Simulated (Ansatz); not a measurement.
Here is the system:

Sr:
```xyz
1
Lattice="-2.2858 2.2858 2.2858 2.2858 -2.2858 2.2858 2.2858 2.2858 -2.2858" Properties=species:S:1:pos:R:3 pbc="T T T"
Sr     0.0000     0.0000     0.0000
```

This is the LDA-relaxed structure.

**Question.** All from DFT-LDA in the program Ansatz with PAW potentials, unless another level is named. Give the bulk modulus (Birch–Murnaghan fit).

**Answer.** 14.2 GPa.

**Question.** And the elastic constants (relaxed ions, GPa)?

**Answer.** C11 = 16.6, C12 = 12.3, C44 = 16.0.

Space group Im-3m (bcc (W type)). This is a known high-temperature phase of the composition, computed here at zero pressure and temperature. The cell was relaxed with LDA under the symmetry of its start; whether a distortion lowers the energy is not shown. The volume lies over 15 % below that of the usual cell of this phase: another minimum, or an error of the functional. As this level gives no gap, shear constants depend on the k-mesh and smearing (Fermi–Dirac, 0.1 eV here).

Potentials: the earlier of the program's two PAW sets. The files were generated under PBE; for other functionals the program regenerates the frozen cores, and for LDA and PBEsol the local potential too.
